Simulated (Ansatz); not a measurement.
Crystals of one structure type (wurtzite) and one family of elements, relaxed and computed with plane-wave PAW r²SCAN (Ansatz code).

```csv
crystal,V (Å³/atom),B₀ by P(V) fit (GPa)
AlN,10.40,?
GaN,11.37,197
BP,11.67,169
GaAs,22.74,72.0
InP,25.76,67.9
InAs,28.49,56.9
GaSb,28.81,52.6
```

**Question.** Fit a straight line to ln B₀ against ln V and predict the withheld value.

**Answer.** Least squares on the 6 shown rows: ln B₀ = -1.31 × ln V + (8.409), with a scatter of 5 %. For AlN this gives 209. The run itself gave 210, within the scatter.

Not the usual ambient phase: BP, wurtzite; GaAs, wurtzite; InP, wurtzite; InAs, wurtzite; GaSb, wurtzite. All cells were relaxed under the symmetry of their starts (and spin orders); stability against distortions was not tested throughout. Spin–orbit coupling is left out wherever it is not named.

Potentials: the later of the program's two PAW sets.
